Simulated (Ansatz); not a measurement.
The relaxed structure here is a generated cell of Rh: the first start was made by placing the elements on the sites of a structure type, and the end was not matched to a known phase here, so it may be hypothetical. Known forms of Rh include space group No. 225.

One starting cell of Rh (a generated trial cell of Rh in the AFLOW prototype A_tP4_129_ac (A_d)) was relaxed twice with Ansatz (plane waves, PAW, scalar-relativistic): with PBEsol at 420 eV and with PBE at 420 eV. The PBEsol result:

```xyz
1
Lattice="-1.6175 1.6175 1.3229 1.6175 -1.6175 1.3229 1.6175 1.6175 -1.3229" Properties=species:S:1:pos:R:3 pbc="T T T"
Rh     0.0000     0.0000     0.0000
```

```csv
quantity,PBEsol,PBE
space group,I4/mmm,I4/mmm
volume (Å³/atom),13.84,[?]
a (Å),3.235,[?]
c (Å),2.646,[?]
"gap (eV, no spin-orbit coupling)",0.00,[?]
```

Q: What does PBE give for the same quantities?

A: 
- volume (Å³/atom), PBE: 14.41
- a (Å), PBE: 3.280
- c (Å), PBE: 2.679
- gap (eV, no spin-orbit coupling), PBE: 0.00

Both levels end in the same structure; PBE's volume is 4.1 % larger. Neither column is exact.

No spin polarisation in the result.

The run could not lower the symmetry of its start; a shaken copy of this end point relaxes with PBEsol to Fm-3m (No. 225), 0.24 eV/atom lower.

Ansatz is a first-principles code.
